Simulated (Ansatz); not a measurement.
ZrC:
```
CELL_PARAMETERS angstrom
      3.36476     0.00000     0.00000
     -1.68238     2.91397     0.00000
      0.00000     0.00000     5.31984
ATOMIC_POSITIONS crystal
  Zr 0.33333 0.66667 0.25000
  Zr 0.66667 0.33333 0.75000
  C  0.00000 0.00000 0.00000
  C  0.00000 0.00000 0.50000
```

Relaxed with r²SCAN. Special points in fractions of this cell's reciprocal vectors: Γ (0.000, 0.000, 0.000); M (0.500, 0.000, 0.000); K (0.333, 0.333, 0.000); A (0.000, 0.000, 0.500); L (0.500, 0.000, 0.500); H (0.333, 0.333, 0.500).

Problem. List the band energies nearest the Fermi level at these points for r²SCAN (plane waves, PAW; program Ansatz).

Solution. In eV from the Fermi level; about four levels below and three above (degenerate sets whole), none deeper than 8.9 eV; points with the same levels are listed once.

| k | below | above |
|---|---|---|
| Γ | -3.19 -3.19 -1.48 -1.48 | 0.87 1.19 1.19 |
| M | -3.65 -3.37 -1.67 -1.11 | 1.21 4.22 4.28 |
| K | -3.76 -3.76 -3.67 -3.67 | 0.17 1.02 1.02 |
| A | -2.78 -2.78 -2.78 -2.78 | 3.35 3.35 3.35 3.35 |
| L | -3.14 -3.14 -2.52 -2.52 | 1.36 1.36 4.14 4.14 |
| H | -2.60 -2.60 -2.21 -2.21 | 1.67 1.67 3.14 3.14 |

Space group P6_3/mmc (NiAs type). The workflow started from a Materials Project entry (that database holds measured and hypothetical structures alike); the Crystallography Open Database copy checked does not list it. It is not the phase usual at ambient conditions (space group No. 225). The r²SCAN relaxation kept the symmetry of its start; whether a distortion lowers the energy is not shown. No spin polarisation was allowed. Spin–orbit coupling is left out wherever it is not named.

Potentials: the later of the program's two PAW sets.
